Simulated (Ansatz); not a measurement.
Geometry optimisation in Ansatz: input, command and trajectory.

```yaml
crystal:
  lattice:
    - [5.4710344965, 0.0, 0.0]
    - [0.0, 6.1121688338, 0.0]
    - [0.0, 0.0, 2.8246681739]
  atoms:
    - { symbol: Sb, position: [0.1751570752, 0.3571957493, 0.0] }
    - { symbol: Sb, position: [0.8248429248, 0.6428042507, 0.0] }
    - { symbol: Sb, position: [0.6751570752, 0.1428042507, 0.5] }
    - { symbol: Sb, position: [0.3248429248, 0.8571957493, 0.5] }
    - { symbol: Ru, position: [0.0, 0.0, 0.0] }
    - { symbol: Ru, position: [0.5, 0.5, 0.5] }
basis:
  ecutwfc: 500
kpoints:
  mp_grid: { grid: [8, 6, 12] }
hamiltonian:
  xc: r2scan
scf:
  occupations: { method: gaussian, width: 0.01 }
output:
  forces: true
  stress: true
  eigenvalues: true
relax:
  adjacent_minimum: "off"
  f_tol: 0.008
  max_steps: 50
  cell: { stress_tol: 0.08, p_target: 90.0 }
```

```bash
ansatz run input.yaml --threads 1 --pin off --max-ram 2560MiB --backend cpu --events-out ev --progress --plain --runs-dir out
```

These are results of Ansatz 0.2.0, DFT r2SCAN, scalar-relativistic, plane waves, PAW, not measurements.

Of 7 frames 7 are shown, positions in Å and forces in eV/Å; the SCF threshold varies from step to step. Steps run on the plane waves of an earlier cell, with a Pulay correction in the pressure. The basis is chosen afresh for the last frame, the zero of the energies, and at times for earlier ones too; energy and pressure can step there, also at an unchanged geometry. Where two frames share a geometry here, they differ by under 2 meV/atom and 0.3 GPa. The relaxation lowers the enthalpy F + PV at the target pressure, so the free energy itself can rise. The mark taken_back stands on steps that the optimiser undid.

```xyz
6
Lattice="5.4710 0.0000 0.0000 0.0000 6.1122 0.0000 0.0000 0.0000 2.8247" Properties=species:S:1:pos:R:3:forces:R:3 pbc="T T T" step=1 free_energy_over_end_meV_per_atom=-158.08 pressure_GPa=81.82
Sb    0.9583    2.1832    0.0000   -0.3003   -0.0502    0.0000
Sb    4.5127    3.9289    0.0000    0.3003    0.0502    0.0000
Sb    3.6938    0.8728    1.4123   -0.3003    0.0502    0.0000
Sb    1.7772    5.2393    1.4123    0.3003   -0.0502    0.0000
Ru    0.0000    0.0000    0.0000    0.0000    0.0000    0.0000
Ru    2.7355    3.0561    1.4123    0.0000    0.0000    0.0000
6
Lattice="5.4032 0.0000 0.0000 0.0000 6.0808 0.0000 0.0000 0.0000 2.6867" Properties=species:S:1:pos:R:3:forces:R:3 pbc="T T T" step=2 free_energy_over_end_meV_per_atom=477.31 pressure_GPa=113.96 taken_back
Sb    0.9019    2.1651    0.0000    0.4755   -0.2862    0.0000
Sb    4.5013    3.9156    0.0000   -0.4755    0.2862    0.0000
Sb    3.6035    0.8753    1.3433    0.4755    0.2862    0.0000
Sb    1.7997    5.2055    1.3433   -0.4755   -0.2862    0.0000
Ru    0.0000    0.0000    0.0000    0.0000    0.0000    0.0000
Ru    2.7016    3.0404    1.3433    0.0000    0.0000    0.0000
6
Lattice="5.4481 0.0000 0.0000 0.0000 6.1080 0.0000 0.0000 0.0000 2.7883" Properties=species:S:1:pos:R:3:forces:R:3 pbc="T T T" step=3 free_energy_over_end_meV_per_atom=-13.00 pressure_GPa=89.44
Sb    0.9406    2.1777    0.0000   -0.0680   -0.0432    0.0000
Sb    4.5075    3.9304    0.0000    0.0680    0.0432    0.0000
Sb    3.6646    0.8764    1.3941   -0.0680    0.0432    0.0000
Sb    1.7835    5.2317    1.3941    0.0680   -0.0432    0.0000
Ru    0.0000    0.0000    0.0000    0.0000    0.0000    0.0000
Ru    2.7240    3.0540    1.3941    0.0000    0.0000    0.0000
6
Lattice="5.4541 0.0000 0.0000 0.0000 6.1034 0.0000 0.0000 0.0000 2.7821" Properties=species:S:1:pos:R:3:forces:R:3 pbc="T T T" step=4 free_energy_over_end_meV_per_atom=2.97 pressure_GPa=90.21
Sb    0.9400    2.1760    0.0000   -0.0174   -0.0261    0.0000
Sb    4.5141    3.9275    0.0000    0.0174    0.0261    0.0000
Sb    3.6671    0.8757    1.3911   -0.0174    0.0261    0.0000
Sb    1.7870    5.2277    1.3911    0.0174   -0.0261    0.0000
Ru    0.0000    0.0000    0.0000    0.0000    0.0000    0.0000
Ru    2.7270    3.0517    1.3911    0.0000    0.0000    0.0000
6
Lattice="5.4544 0.0000 0.0000 0.0000 6.1051 0.0000 0.0000 0.0000 2.7819" Properties=species:S:1:pos:R:3:forces:R:3 pbc="T T T" step=5 free_energy_over_end_meV_per_atom=0.77 pressure_GPa=90.06
Sb    0.9396    2.1760    0.0000   -0.0059   -0.0102    0.0000
Sb    4.5148    3.9291    0.0000    0.0059    0.0102    0.0000
Sb    3.6668    0.8766    1.3910   -0.0059    0.0102    0.0000
Sb    1.7876    5.2285    1.3910    0.0059   -0.0102    0.0000
Ru    0.0000    0.0000    0.0000    0.0000    0.0000    0.0000
Ru    2.7272    3.0525    1.3910    0.0000    0.0000    0.0000
6
Lattice="5.4549 0.0000 0.0000 0.0000 6.1047 0.0000 0.0000 0.0000 2.7821" Properties=species:S:1:pos:R:3:forces:R:3 pbc="T T T" step=6 free_energy_over_end_meV_per_atom=-0.13 pressure_GPa=90.01
Sb    0.9396    2.1756    0.0000   -0.0007    0.0021    0.0000
Sb    4.5153    3.9292    0.0000    0.0007   -0.0021    0.0000
Sb    3.6671    0.8768    1.3910   -0.0007   -0.0021    0.0000
Sb    1.7878    5.2280    1.3910    0.0007    0.0021    0.0000
Ru    0.0000    0.0000    0.0000    0.0000    0.0000    0.0000
Ru    2.7275    3.0524    1.3910    0.0000    0.0000    0.0000
6
Lattice="5.4549 0.0000 0.0000 0.0000 6.1047 0.0000 0.0000 0.0000 2.7821" Properties=species:S:1:pos:R:3:forces:R:3 pbc="T T T" step=7 free_energy_over_end_meV_per_atom=0.00 pressure_GPa=90.01
Sb    0.9396    2.1756    0.0000   -0.0008    0.0021    0.0000
Sb    4.5153    3.9292    0.0000    0.0008   -0.0021    0.0000
Sb    3.6671    0.8768    1.3910   -0.0008   -0.0021    0.0000
Sb    1.7878    5.2280    1.3910    0.0008    0.0021    0.0000
Ru    0.0000    0.0000    0.0000    0.0000    0.0000    0.0000
Ru    2.7275    3.0524    1.3910    0.0000    0.0000    0.0000
```

It took 2.5 min on 1 thread of AMD EPYC 9R45 96-Core Processor (Zen 5), with other jobs on the host, peak memory 1.1 GiB.

The smearing is narrow for a metal on this mesh.